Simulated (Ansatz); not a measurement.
Sc, DFT, LDA, all-electron LAPW, scalar-relativistic (Ansatz 0.2.0), run on 1 thread of Intel(R) Xeon(R) 6975P-C (Granite Rapids) on a shared host.

The geometry is COD entry 9011704, unchecked; take it as a test cell. The listed cell was then made from it by scaling, straining or moving an atom.

Command: `ansatz run input.yaml --threads 1 --pin off --max-ram 3072MiB --backend cpu --events-out ev --progress --plain --runs-dir out`

```yaml
crystal:
  lattice:
    - [3.3307111048, 0.0, 0.0]
    - [-1.6653555523, 2.8844804293, 0.0]
    - [0.0, 0.0, 5.302888434]
  atoms:
    - { symbol: Sc, position: [0.3333333333, 0.6666666667, 0.25] }
    - { symbol: Sc, position: [0.6666666667, 0.3333333333, 0.75] }
kpoints:
  mp_grid: { grid: [13, 13, 7] }
  band_path:
    path:
      - [0.0, 0.0, 0.0]
      - [0.5, 0.0, 0.0]
      - [0.3333333333, 0.3333333333, 0.0]
      - [0.0, 0.0, 0.0]
      - [0.0, 0.0, 0.5]
      - [0.5, 0.0, 0.5]
      - [0.3333333333, 0.3333333333, 0.5]
      - [0.0, 0.0, 0.5]
      - [0.5, 0.0, 0.5]
    npoints: 5
scf:
  occupations: { method: fermi_dirac, width: 0.03 }
hamiltonian:
  xc: lda
  pseudopotentials: { kind: all_electron, lapw: { basis_error: 0.0005 } }
output:
  forces: true
  stress: true
  eigenvalues: true
```

(1) How large is the problem that the program sets up?

(2) About how long does it take, and how much memory does it use?

## Answers

(1) 84 irreducible k-points, 287 plane waves at Γ, 15 bands.

(2) 6.7 s of wall time for 7 SCF iterations, with a peak of 0.36 GiB. Times on shared machines scatter by tens of per cent.
